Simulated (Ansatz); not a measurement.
A geometry of P away from equilibrium: step 3 of the relaxation of a relaxed P cell, doubled along one cell vector, shaken by Gaussian noise of σ = 0.08 Å a coordinate. Calculation: r2SCAN (plane waves to 500 eV, PAW, scalar-relativistic; Ansatz, a first-principles code). Γ-centred k-mesh 7×4×5 on the run's cell (coarser than for final values), Fermi–Dirac smearing 0.05 eV.

```
CELL_PARAMETERS angstrom
      3.98189     0.00346     0.01588
     -3.97590     6.79949    -0.05143
      0.01969    -0.02546     4.94346
ATOMIC_POSITIONS crystal
  P  0.02622 0.00861 0.25556
  P  0.99915 0.50673 0.25716
  P  0.00514 0.00099 0.78034
  P  0.01353 0.50140 0.76948
  P  0.33985 0.33997 0.30168
  P  0.36259 0.83862 0.32304
  P  0.66923 0.16642 0.69103
  P  0.67125 0.67290 0.68442
```

Q: Which atoms carry the largest force, and which way does it point?

A: 1.07 eV/Å, on P1 (atoms numbered as listed); on P1 its components are (-0.02, 0.01, -1.07).

Q: What is the pressure?

A: 0.0 GPa, compression positive.

Q: How far above the relaxed end point is this geometry?

A: 0.55 eV/atom; the path ends in P2/m (No. 10).

No spin polarisation in the result. Without a van der Waals term the distances between weakly bound units are poorly fixed.

The end of the path is a generated cell of P: the first start was made by placing the elements on the sites of a structure type, and the end was not matched to a known phase here, so it may be hypothetical. Known forms of P include space group No. 64.
